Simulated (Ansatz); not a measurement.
**TbYAl$_{4}$: relaxed-ion elastic tensor**

Theory: DFT PBE, scalar-relativistic, plane waves, PAW, and for the lanthanide a 4f-in-core norm-conserving potential (Ansatz 0.2.0). Cutoff 690 eV, 8×8×8 k-points (Γ-centred), Fermi-Dirac smearing of 0.15 eV. No spin polarisation.

Relaxed structure:
```
CELL_PARAMETERS angstrom
0.00000 3.94060 3.94060
3.94060 0.00000 3.94060
3.94060 3.94060 0.00000
ATOMIC_POSITIONS crystal
Tb 0.50000 0.50000 0.50000
Y 0.25000 0.25000 0.25000
Al 0.87496 0.37512 0.87496
Al 0.87496 0.87496 0.87496
Al 0.37512 0.87496 0.87496
Al 0.87496 0.87496 0.37512
```

The structure comes from a generated guess, relaxed at this level; another structure or a mixture of phases may lie lower. In a metal, frequencies and elastic constants depend on the k mesh and the smearing, soft modes and shear constants most.

**Question.** Give the relaxed-ion elastic constants (GPa, Voigt order xx yy zz yz xz xy, on the Cartesian axes of the cell above).

**Answer.**
```
170.5  33.5  33.5   0.0   0.0   0.0
 33.5 170.5  33.5   0.0   0.0   0.0
 33.5  33.5 170.5   0.0   0.0   0.0
  0.0   0.0   0.0  57.0   0.0   0.0
  0.0   0.0   0.0   0.0  57.0   0.0
  0.0   0.0   0.0   0.0   0.0  57.0
```

**Question.** Is the crystal stable against homogeneous strain?

**Answer.** Yes: the least eigenvalue of the tensor is 57.0 GPa.

**Question.** And the moduli of a polycrystal (Hill averages)?

**Answer.** B = 79 GPa, G = 61 GPa, E = 146 GPa, ν = 0.19.

The lanthanide is trivalent by construction, without f bands, f moments or other valences.
